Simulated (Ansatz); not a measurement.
Structure from Materials Project entry mp-1184502 (possibly hypothetical), not relaxed further.

An input for In: DFT, PBEsol, all-electron LAPW, scalar-relativistic (Ansatz 0.2.0).

Command: `ansatz run input.yaml --threads 1 --pin off --max-ram 6144MiB --backend cpu --events-out ev --progress --plain --runs-dir out` The run took 78 s on 1 thread of Intel(R) Xeon(R) 6975P-C (Granite Rapids) (shared host), peak memory 1.3 GiB.

```yaml
crystal:
  lattice:
    - [1.6696368166, 0.9639652655, 8.20746325]
    - [-1.6696368166, 0.9639652655, 8.20746325]
    - [0.0, -1.927930531, 8.20746325]
  atoms:
    - { symbol: In, position: [0.0, 0.0, 0.0] }
    - { symbol: In, position: [0.77801224, 0.77801224, 0.77801224] }
    - { symbol: In, position: [0.22198776, 0.22198776, 0.22198776] }
kpoints:
  mp_grid: { grid: [14, 14, 14] }
  band_path:
    path:
      - [0.0, 0.0, 0.0]
      - [0.5, 0.5, 0.5]
      - [0.824137023, 0.175862977, 0.5]
      - [0.5, -0.175862977, 0.175862977]
      - [0.5, 0.0, 0.0]
      - [0.0, 0.0, 0.0]
      - [0.3379314885, -0.3379314885, 0.0]
      - [0.6620685115, 0.0, 0.3379314885]
      - [0.5, 0.0, 0.5]
    npoints: 14
scf:
  occupations: { method: fermi_dirac, width: 0.05 }
hamiltonian:
  xc: pbesol
  pseudopotentials: { kind: all_electron, lapw: { basis_error: 0.0005 } }
output:
  forces: true
  stress: true
  eigenvalues: true
  populations: true
  dos: { projected: true, de: 0.2, e_range: [-14, 8] }
```

Set-up and iterations as logged by Ansatz (the results part is left out, to be predicted):

```
In: projections on atomic orbitals take those of the free atom 1s2 2s2 2p6 3s2 3p6 3d10 4s2 4p6 4d10 5s2 5p1, of charge +0.00 (hamiltonian.pseudopotentials.projection_atoms)
LAPW: plane waves up to 6.896 Å⁻¹, error target 5.0e-4 eV per atom; small_component_spin mean_spin; In in spheres of 1.669 Å, 21 of its electrons in bands, Dirac shells []
Engine: ansatz 0.2.0
Pseudopotentials: kind: all_electron
Pseudopotential: In, LAPW, valence charge 21, Koelling and Harmon's equation, gaussian nucleus
Functional definition: PBEsol
  exchange = pbesol_x
  correlation = pbesol_c
Crystal: 3 atoms, lattice volume = 79.258 Å³
Basis set: ecut = 181.18885786439816 eV, 445 PW (Γ), FFT grids on a1−a3, a2−a3, a3, exchange–correlation at level 2
Bands: 38, of which v1, the nominal top of the filled ones, is band 32 counted from 1 (31 counted from 0)
Symmetry: 12 space group operations
Space group: R-3m (ITA 166), of the structure as read, at distance tolerance 4.3e-5 Å
k-points: 288 of 2744
Non-local potential: In, projectors of the file, none
Initial density: superposition of atomic densities (chi_scale 0.1, normalization cell)
Initial wavefunctions: plane waves of lowest kinetic energy (no species holds an atomic orbital)
Functional: x = pbesol(κ = 0.804, μ = 0.12345679012345678), c = pbesol(β = 0.046)
iter 1 solved again at ethr=2.58e-5 eV; its pass at ethr=1.00e-1 eV (dr2=1.62e-2 eV) is discarded
SCF iter   1: F=—  HF=-479920.753739 eV  |F-HF|=—  |Δ(HF+E_count)|=         —  Δρ=5.41e-3  dr2=1.64e-2  ethr=2.58e-5  ⟨swp⟩=3.4  Hψ=76992  notcnv=0
SCF iter   2: F=—  HF=-479920.663570 eV  |F-HF|=—  |Δ(HF+E_count)|=   9.02e-2  Δρ=2.93e-3  dr2=6.18e-3  ethr=2.58e-5  ⟨swp⟩=2.0  Hψ=33791  notcnv=0
SCF iter   3: F=—  HF=-479920.656392 eV  |F-HF|=—  |Δ(HF+E_count)|=   7.18e-3  Δρ=1.95e-3  dr2=3.22e-3  ethr=9.81e-6  ⟨swp⟩=2.0  Hψ=33641  notcnv=0
SCF iter   4: F=—  HF=-479920.655256 eV  |F-HF|=—  |Δ(HF+E_count)|=   1.14e-3  Δρ=8.40e-4  dr2=7.94e-4  ethr=5.11e-6  ⟨swp⟩=2.0  Hψ=33641  notcnv=0
iter 5 solved again at ethr=9.96e-8 eV; its pass at ethr=1.26e-6 eV (dr2=6.28e-5 eV) is discarded
SCF iter   5: F=—  HF=-479920.655375 eV  |F-HF|=—  |Δ(HF+E_count)|=   1.19e-4  Δρ=2.18e-4  dr2=6.27e-5  ethr=9.96e-8  ⟨swp⟩=2.0  Hψ=56049  notcnv=0
SCF iter   6: F=—  HF=-479920.655378 eV  |F-HF|=—  |Δ(HF+E_count)|=   2.47e-6  Δρ=4.88e-5  dr2=2.92e-6  ethr=9.96e-8  ⟨swp⟩=2.0  Hψ=33640  notcnv=0
SCF iter   7: F=—  HF=-479920.655378 eV  |F-HF|=—  |Δ(HF+E_count)|=   9.55e-9  Δρ=1.39e-5  dr2=2.21e-7  ethr=4.64e-9  ⟨swp⟩=2.0  Hψ=33640  notcnv=0
SCF iter   8: F=—  HF=-479920.655378 eV  |F-HF|=—  |Δ(HF+E_count)|=   1.04e-8  Δρ=6.80e-6  dr2=2.25e-7  ethr=3.51e-10  ⟨swp⟩=2.0  Hψ=33640  notcnv=0
SCF iter   9: F=-479920.655378 eV  HF=-479920.655378 eV  |F-HF|=2.74e-8  |Δ(HF+E_count)|=   9.65e-8  Δρ=3.26e-6  dr2=3.19e-8  ethr=3.51e-10  ⟨swp⟩=2.0  Hψ=33640  notcnv=0
```

Task: What pressure will this run report?

Result: -1.20 GPa (positive in compression).

Task: How large will the largest force be?

Result: 0.013 eV/Å.

Task: Is there a band gap?

Result: none: with an odd electron count and no spin polarisation the bands can't all be full, a metal in this set-up (spin order or a larger cell could open a gap).
